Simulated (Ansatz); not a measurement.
# InP (F-43m), phonons: input and output

Computed with r²SCAN, PAW on Ansatz 0.2.0's default frozen-core files (fitted under PBE), scalar-relativistic; not a measurement.

Cell and atoms were relaxed beforehand by PAW with this functional.

Launched as:

```sh
ansatz run input.yaml --threads 1 --pin off --max-ram 3072MiB --backend cpu --events-out ev --progress --plain --runs-dir out
```

Input file:

```yaml
crystal:
  lattice:
    - [0.0, 2.95367427552, 2.95367427552]
    - [2.95367427552, 0.0, 2.95367427552]
    - [2.95367427552, 2.95367427552, 0.0]
  atoms:
    - { symbol: In, position: [0.0, 0.0, 0.0] }
    - { symbol: P, position: [0.75, 0.75, 0.75] }
kpoints:
  mp_grid: { grid: [8, 8, 8] }
scf:
  occupations: { method: fixed }
hamiltonian:
  xc: r2scan
  pseudopotentials: { kind: paw }
phonons:
  qmesh: [2, 2, 2]
  qpath:
    path:
      - [0.0, 0.0, 0.0]
      - [-0.5, -0.5, 0.0]
      - [-0.375, -0.375, 0.25]
      - [-0.375, 0.0, 0.375]
      - [0.0, 0.0, 0.0]
      - [0.0, 0.0, 0.5]
      - [-0.5, -0.25, 0.25]
      - [-0.5, -0.5, 0.0]
    npoints: 6
  temperatures: { t_min: 0, t_max: 1000, t_step: 100 }
```

Output:

```
Warning: phonons: the dynamical matrix that this run interpolates holds no multipole term above the dipole-dipole one, and a site of this crystal is no centre of inversion, so its interpolated transverse optical and acoustic branches and sound speeds can stay off near Gamma, and the density of states and the thermodynamics with them. What a run solves at a wave vector of phonons.qpoints, Gamma apart, where the deck ...
Warning: RAYON_NUM_THREADS=1 ignored (pool sized by the plan → 1); use --threads N
Engine: ansatz 0.2.0, x86_64-unknown-linux-gnu
Pseudopotentials: kind: paw
Pseudopotential: In, paw, valence charge 13, recommended cutoff 500 eV (meta_gga), In.paw.azcp
Pseudopotential: P, paw, valence charge 5, recommended cutoff 500 eV (meta_gga), P.paw.azcp
Functional definition: r2SCAN
  parameter k0 = 0.174
  parameter k1 = 0.065
  parameter a1 = 4.9479
  exchange = r2scan_x(k0 = k0, k1 = k1, a1 = a1)
  correlation = r2scan_c
Crystal: 4 atoms, lattice volume = 103.074 Å³
Basis set: ecut = 500 eV, 2661 PW (Γ), FFT grids on a1, a2, −a1+a2+a3, exchange–correlation on 160×160×225 points (125 copies of the dense FFT grid, shifted against one another)
Bands: 22, of which v1, the nominal top of the filled ones, is band 18 counted from 1 (17 counted from 0)
Symmetry: 16 space group operations
k-points: 39 of 256 (time reversal used)
Non-local potential: In, projectors of the file, l = 0: 2, l = 1: 2, l = 2: 2, l = 3: 2
Non-local potential: P, projectors of the file, l = 0: 2, l = 1: 2, l = 2: 2
PAW form: soft (Blöchl's): semilocal exchange-correlation on the pseudo side does not see the compensation charge
PAW frozen core: In, regenerated for the run's functional (the file was generated under x = pbe(κ = 0.804, μ = 0.2195149727645171), c = pbe(β = 0.06672455060314922))
PAW frozen core: P, regenerated for the run's functional (the file was generated under x = pbe(κ = 0.804, μ = 0.2195149727645171), c = pbe(β = 0.06672455060314922))
PAW one-centre angular grid: In, 590 points (default); XC on 289 of its mesh's 2783 points in the sphere
PAW one-centre angular grid: P, 302 points (default); XC on 160 Gauss nodes
Initial density: handed on by an earlier stage of this run
Initial wavefunctions: those handed on with the density
Functional: x = r2scan, c = r2scan; τ floored in thin density (d = 2e-4 eV/Å³)
SCF iter   1: F=—  HF=-12743.476170 eV  |F-HF|=—  |Δ(HF+E_count)|=         —  Δρ=2.19e-7  dr2=4.27e-11  dr2_τ=1.97e-12  ethr=1.74e-12  ⟨swp⟩=3.0  Hψ=2964  notcnv=0
preconditioner: auto → Resta (q_TF=auto, 2.290 Å⁻¹)  ε∞=3.5  [insulator: Δε(μ)=1.027 eV  Ē_g=13.906 eV  n_scr=20 (ndim 8)  ℏωp=21.9 eV  f_vac=0.016  ε∞_Penn≈3.5]
SCF iter   2: F=-12743.476170 eV  HF=-12743.476170 eV  |F-HF|=7.28e-12  |Δ(HF+E_count)|=  3.64e-12  Δρ=9.74e-8  dr2=7.49e-12  dr2_τ=3.92e-13  ethr=1.00e-12  ⟨swp⟩=4.8  Hψ=2747  notcnv=0
SCF 1 converged in 2 iterations: F = -12743.476170 eV  dr2 = 7.49e-12
  greatest PAW one-centre occupation: 0.981 electrons in one spin orbital (limit 2), on the In atom at site 2 (counted from 0), in its partial waves of l = 2
iter 1 solved again at ethr=1.00e-12 eV; its pass at ethr=3.10e-3 eV (dr2=7.62e-12 eV) is discarded
[... 102 lines left out ...]
E sigma→0 (E₀):  -12743.476170 eV
Fermi energy:    6.520359 eV
--- Per-component energies (eV) ---
  E_band       = -132.078250
  E_kinetic    = 625.311007
  E_local      = -2827.838908  (includes V_loc(G=0)·N_el)
  E_nonlocal   = 803.018644
  E_hartree    = 1116.815744
  E_xc         = -517.508085
  E_vxc        = -341.789699  (∫ρ·V_xc dr)
  E_paw        = -9522.762571  (= ΣΔE_a)
  E_vpaw       = -644.834199  (= ΣTr[D̂ρ^β])
  E_aug_tail   = 0.000017  (compensation charges beyond the density's cutoff)
  E_vtau       = 20.423409  (kinetic-family band-sum trace: ∫τ·v_τ [+ j·A + Jᵃ·Aᵃ] dr)
  E_ewald      = -2422.261427
  E_core_change = 1.749407  (= ΣΔE_core)
  E_smearing   = -0.000000  (= −TS)
  E_closure    = 0.000000  (closes the sum)
  Σ components = -12743.476170   (vs F -12743.476170, Δ=0.00e0)
--- Forces (eV/Å), atoms counted from 1 ---
  atom   1  In     0.00000000    -0.00000000     0.00000000
  atom   2  P      0.00000000    -0.00000000    -0.00000000
  atom   3  In     0.00000000    -0.00000000     0.00000000
  atom   4  P      0.00000000    -0.00000000    -0.00000000
  max |Σ_I F_I| component: 4.16e-17 eV/Å
--- Phonons: 7 displaced members + 2 references (amplitude of the first 0.0025 Å, Σ member SCF iterations 37) ---
  ASR residual: 2.085e-4 → 0.000e0 eV/Å²; symmetrization residual: 1.848e-5 eV/Å²
  largest component of a force at the reference: 6.2e-17 eV/Å
  ASR residual per site (eV/Å²): 3.18e-5 2.09e-4
  Γ frequencies (cm⁻¹): 0.00 0.00 0.00 295.91 295.91 295.91
  Unit cell's response to a homogeneous field: 3 representative field directions (Σ response iterations 15)
  ε∞ (high-frequency dielectric tensor):
        9.731787    -0.000000    -0.000000
       -0.000000     9.731787     0.000000
       -0.000000     0.000000     9.731787
  ε⁰ (static dielectric tensor): not given — the deck does not say what the cell's rigid motions are, and on a molecule in a box or a wire the rigid rotations would enter the sum over the modes at Γ. For a crystal or a slab, ...
  Born effective charges Z* (e; rows j = field, columns β = displacement):
    site 0:
         2.57872    0.00000   -0.00000
        -0.00000    2.57872    0.00000
        -0.00000    0.00000    2.57872
    site 1:
        -2.57872   -0.00000    0.00000
         0.00000   -2.57872   -0.00000
         0.00000   -0.00000   -2.57872
  Z* charge neutrality: 2.857e-4 e pre-enforcement
  solved inside a basis spanned on the 8×8×8 k-mesh, on 10×10×10 k-points transformed towards the longest dipole: ε∞ is read to err by 3.0e-2, Z* by 1.4e-2 e; Z* is corrected for what the basis lacks
  optical modes at Γ without the LO–TO term, one row a degenerate level:
      ω (cm⁻¹)  modes    IR ((D/Å)²/amu)
        295.91      3            18.8677
  optical modes at Γ + LO–TO along q̂ = [1.0000, 0.0000, 0.0000]:
      ω (cm⁻¹)  modes    IR ((D/Å)²/amu)
        295.91      2            12.5785
        338.09      1             6.2892
  optical modes at Γ + LO–TO along q̂ = [0.0000, 1.0000, 0.0000]:
      ω (cm⁻¹)  modes    IR ((D/Å)²/amu)
        295.91      2            12.5785
        338.09      1             6.2892
  optical modes at Γ + LO–TO along q̂ = [0.0000, 0.0000, 1.0000]:
      ω (cm⁻¹)  modes    IR ((D/Å)²/amu)
        295.91      2            12.5785
        338.09      1             6.2892
--- Phonons (by wavevector): 3 wavevectors in 2 supercells ---
  supercell 1 (2 cells, vectors [1, 0, 0], [0, 1, -1], [0, 0, 2] in multiples of the cell's): 3 displaced members by 0.0025 Å; free energy -12743.476170 eV; taken off its force constants: by the sum rule 2.1e-4, by the ...
  symmetry images taken by strict's conditions (phonons.symmetry_images: auto; settled by no image being taken that strict refuses)
  supercell 2 (2 cells, vectors [1, 0, 0], [0, 1, 0], [0, 0, 2] in multiples of the cell's): 4 displaced members by 0.0025 Å; free energy -12743.476170 eV; taken off its force constants: by the sum rule 1.2e-4, by the ...
  symmetry images taken by strict's conditions (phonons.symmetry_images: auto; settled by no image being taken that strict refuses)
  q = [0.0000, 0.0000, 0.0000] (star 1, supercell 1; hermiticity 4.19e-17, symmetrization 1.78e-6): -0.00 0.00 0.00 295.91 295.91 295.91
  q = [0.0000, 0.0000, -0.5000] (star 4, supercell 2; hermiticity 1.65e-16, symmetrization 4.00e-16): 55.12 55.12 164.74 303.52 303.52 329.76
  q = [0.0000, -0.5000, -0.5000] (star 3, supercell 1; hermiticity 9.07e-17, symmetrization 4.19e-16): 69.29 69.29 177.79 314.11 314.11 323.52
  joined force constants: q→R imaginary residual 4.65e-17
  density of states and harmonic sums: on the 18×18×18 q-mesh, interpolated from the force constants of a 2×2×2 supercell (with the dipole–dipole term)
  largest difference from the sums on the solved wave vectors: F 6.52e-2 eV, S 9.75e-5 and C_V 3.22e-5 eV/K
```

The run converged.

### Phonons on the q mesh

Harmonic phonons of a crystal by Kohn-Sham DFT at the given cell, standard atomic masses, acoustic sum rule imposed; negative wavenumbers are unstable modes; one row a degenerate set, branches counted upwards.

| Property | Result |
| --- | --- |
| Unstable phonons | no |

| point | q a (r.l.u.) | q b (r.l.u.) | q c (r.l.u.) | branch | phonon wavenumber (cm⁻¹) | degeneracy |
| --- | --- | --- | --- | --- | --- | --- |
| Gamma | 0 | 0 | 0 | 4 | 295.9 | 3 |
| L | 0.5 | 0 | 0 | 1 | 55.1 | 2 |
| L | 0.5 | 0 | 0 | 3 | 164.7 | 1 |
| L | 0.5 | 0 | 0 | 4 | 303.5 | 2 |
| L | 0.5 | 0 | 0 | 6 | 329.8 | 1 |
| X | 0.5 | 0.5 | 0 | 1 | 69.3 | 2 |
| X | 0.5 | 0.5 | 0 | 3 | 177.8 | 1 |
| X | 0.5 | 0.5 | 0 | 4 | 314.1 | 2 |
| X | 0.5 | 0.5 | 0 | 6 | 323.5 | 1 |

### Field response

Linear response of an insulating crystal by Kohn-Sham DFT to a field and to zone-centre displacements, local fields included; Born charges neutralised; LO modes for wave vectors along x and z; Cartesian axes as in the input.

* Dielectric electronic (x, y, z): 9.732, 9.732, 9.732
* Highest phonon with field along x: 338.1 cm⁻¹
* Highest phonon with field along z: 338.1 cm⁻¹
* Highest phonon without field: 295.9 cm⁻¹

```tsv
atom	born charge xx (e)	born charge yy (e)	born charge zz (e)
In1	2.579	2.579	2.579
P2	-2.579	-2.579	-2.579
```

**Zone-centre phonons**

Optical zone-centre levels upwards with Mulliken labels, activity, and the element with most of the kinetic energy.

| Property | Result |
| --- | --- |
| Point group | -43m |

```
number  phonon wavenumber (cm⁻¹)  label  infrared  raman  lead element
     1                     295.9     T2       yes    yes             P
```

Keep in mind: frozen-core PAW files fitted under PBE, their cores solved anew for the functional of the run; no LO-TO term at the zone centre.

Time and hardware: 4.7 min on 1 thread of Intel(R) Xeon(R) Platinum 8488C (Sapphire Rapids) (shared host), peak memory 1 GiB.
